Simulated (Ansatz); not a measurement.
This run works on a generated trial structure, not on a known crystal.

Input and command of a plane-wave DFT calculation in Ansatz:

```yaml
crystal:
  lattice:
    - [6.07487953, 0.0, 0.0]
    - [0.0, 6.07487953, 0.0]
    - [0.0, 0.0, 6.07487953]
  atoms:
    - { symbol: Ca, position: [0.0, 0.0, 0.0] }
    - { symbol: Ru, position: [0.5, 0.5, 0.5], spin: 1.0 }
    - { symbol: C, position: [0.20015206, 0.20015206, 0.20015206] }
    - { symbol: C, position: [0.20015206, 0.79984794, 0.79984794] }
    - { symbol: C, position: [0.79984794, 0.20015206, 0.79984794] }
    - { symbol: C, position: [0.79984794, 0.79984794, 0.20015206] }
    - { symbol: "N", position: [0.31134765, 0.31134765, 0.31134765] }
    - { symbol: "N", position: [0.31134765, 0.68865235, 0.68865235] }
    - { symbol: "N", position: [0.68865235, 0.31134765, 0.68865235] }
    - { symbol: "N", position: [0.68865235, 0.68865235, 0.31134765] }
basis:
  ecutwfc: 420
kpoints:
  mp_grid: { grid: [4, 4, 4] }
hamiltonian:
  xc: pbe
scf:
  occupations: { method: gaussian, width: 0.1 }
  lower_state_search: "off"
output:
  forces: true
  stress: true
  eigenvalues: true
  populations: true
magnetization:
  spin_polarized: true
relax:
  adjacent_minimum: "off"
  f_tol: 0.04
  max_steps: 70
  cell: { stress_tol: 0.4 }
```

```bash
ansatz run input.yaml --threads 1 --pin off --max-ram 2560MiB --backend cpu --events-out ev --progress --plain --runs-dir out
```

Processor: Intel(R) Xeon(R) Platinum 8488C (Sapphire Rapids), 1 thread, on a host shared with other jobs.

Task: Estimate time, memory and problem size.

Result: About 110 s, peak memory 0.62 GiB. It solves 42 bands at 10 k points (after reduction by symmetry) with about 5449 plane waves (on the last cell), in 66 SCF iterations over 7 ionic steps.
